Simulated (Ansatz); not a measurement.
A relaxed cell of TaSi7 is given with its symmetry left out. The cell was found from a structure generator's guess, not taken from experiment.

These are results of Ansatz 0.2.0, DFT PBE, scalar-relativistic, plane waves, PAW, not measurements. Cutoff 420 eV, Γ-centred mesh, Gaussian smearing, no spin polarisation.

```
CELL_PARAMETERS angstrom
0.00000 4.76825 4.76825
4.76825 0.00000 4.76825
4.76825 4.76825 0.00000
ATOMIC_POSITIONS crystal
Ta 0.00000 0.00000 0.00000
Si 0.74162 0.25838 0.25838
Si 0.25838 0.74162 0.74162
Si 0.25838 0.74162 0.25838
Si 0.74162 0.25838 0.74162
Si 0.25838 0.25838 0.74162
Si 0.74162 0.74162 0.25838
Si 0.50000 0.50000 0.50000
```

Formation energies are uncorrected and refer to the elements' standard structures at the same level.

Q: What space group does it have?

A: Fm-3m (No. 225). Conventional cell: a = 9.537 Å. Ta has 6 Si at 2.46 Å; Si on a site of symmetry 4mm is surrounded by 1 Si at 2.30 Å and 1 Ta at 2.46 Å; Si on a site of symmetry m-3m has 6 Si at 2.30 Å.

Q: How far does it lie from the elements in energy?

A: +1.05 eV/atom. A positive value: parting into the elements would lower its energy.

Q: Is it a metal?

A: Yes, bands cross the Fermi level on the 8×8×8 mesh.

The last run used an 8×8×8 mesh for its 8-atom cell and Gaussian smearing of 0.10 eV. These runs have no spin–orbit coupling, which can matter for Ta. The cell is a metal run without spin; a magnetic state may lie lower. Symmetry constrained the relaxation, so the result can be a saddle point.
